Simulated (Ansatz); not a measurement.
**KMgF3: excitons and shallow donors from band masses and screening**

All numbers below come from DFT PBE, scalar-relativistic, plane waves, PAW (Ansatz 0.2.0).

Cutoff 420 eV; k points 6×6×6 on the computed 5-atom cell (Γ-centred); Gaussian smearing, width 0.02 eV; no spin polarisation.

Relaxed cell: Pm-3m, a = 4.054 Å, b = 4.054 Å, c = 4.054 Å, α = 90.00°, β = 90.00°, γ = 90.00°, 5 atoms in the primitive cell. Whether it is the stable form of this composition wasn't checked.

The calculation gives a Kohn–Sham gap of 6.96 eV, an electron mass of 0.518 mₑ and a hole mass of 2.64 mₑ (harmonic means over x, y, z and over the bands degenerate at each edge), and ε∞ = 2.14 (independent particles, mean of the diagonal).

Question: Estimate the binding energy and radius of a Wannier–Mott exciton and of a shallow donor, and say whether the hydrogenic model can hold.

Answer: The reduced mass is μ = mₙmₕ/(mₙ + mₕ) = 0.433 mₑ, with mₙ and mₕ the band masses. With E_b = 13.606 eV × μ/ε² and a = 0.529 Å × ε/μ (μ in mₑ) the exciton has E_b = 1281 meV and a = 2.6 Å. For a donor μ is the electron mass: 1532 meV and 2.2 Å. The radius isn't large against the shortest lattice vector (4.05 Å), so the continuum picture is doubtful and the numbers are only a scale. In a polar crystal the ions screen too, so a state bound more weakly than an optical phonon feels the larger static constant, which lowers the energy and widens the orbit. The other way, the small Kohn–Sham gap and the missing local fields make ε∞ too large and the masses tend to be too light, which underbinds. The edges lie at different points of the zone, so the exciton is indirect.

Symmetry holds off the tilts and polar distortions that many cubic perovskites undergo.

Cost: 4 runs of about 1.6 core-minutes in all, on Intel Xeon Platinum 8259CL (Skylake/Cascade Lake) (shared hosts).